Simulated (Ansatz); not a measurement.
Relaxing a structure of K

The start is a relaxed K cell shaken by Gaussian noise of σ = 0.08 Å a coordinate. The cell and all atomic positions are relaxed at zero pressure with r2SCAN (plane waves to 500 eV, PAW, scalar-relativistic; Ansatz, a first-principles code). The first steps use a coarse 4×4×4 k-mesh.

Initial structure:
```yaml
crystal:
  lattice:
    - [8.49339, 0.00000, 0.00000]
    - [0.00000, 8.49339, 0.00000]
    - [0.00000, 0.00000, 8.49339]
  atoms:
    - { symbol: K, position: [0.25573, 0.99766, 0.48465] }
    - { symbol: K, position: [0.74052, 0.00173, 0.49040] }
    - { symbol: K, position: [0.00412, 0.50558, 0.24836] }
    - { symbol: K, position: [0.99847, 0.49168, 0.73442] }
    - { symbol: K, position: [0.49695, 0.25606, 0.00564] }
    - { symbol: K, position: [0.50786, 0.74319, 0.00948] }
    - { symbol: K, position: [0.00678, 0.98806, 0.99381] }
    - { symbol: K, position: [0.50729, 0.49413, 0.52429] }
```

Problem. Which atoms feel the largest initial force, and how large is it?

Solution. 0.09 eV/Å, on K2, K4 (atoms numbered as listed).

Problem. By how much does the energy per atom fall from start to end?

Solution. Under 0.01 eV/atom.

Problem. Does it find its way back to the structure it was made from?

Solution. It returns to the parent structure, Pm-3n (No. 223).

Problem. Is the relaxed structure metallic? Give its gap.

Solution. Zero (metallic).

Relaxed structure:

Space group Pm-3n (No. 223); a = b = c = 8.502 Å, α = β = γ = 90.00°

```tsv
atom	site	symmetry	x	y	z
K	6c	-4m.2	0.0000	0.5000	0.2500
K	2a	m-3.	0.0000	0.0000	0.0000
```

Final values are on a 6×6×6 k-mesh of the relaxed cell. No spin polarisation in the result.

The relaxed structure here is a generated cell of K: the first start was made by placing the elements on the sites of a structure type, and the end was not matched to a known phase here, so it may be hypothetical. Known forms of K include space group No. 229.
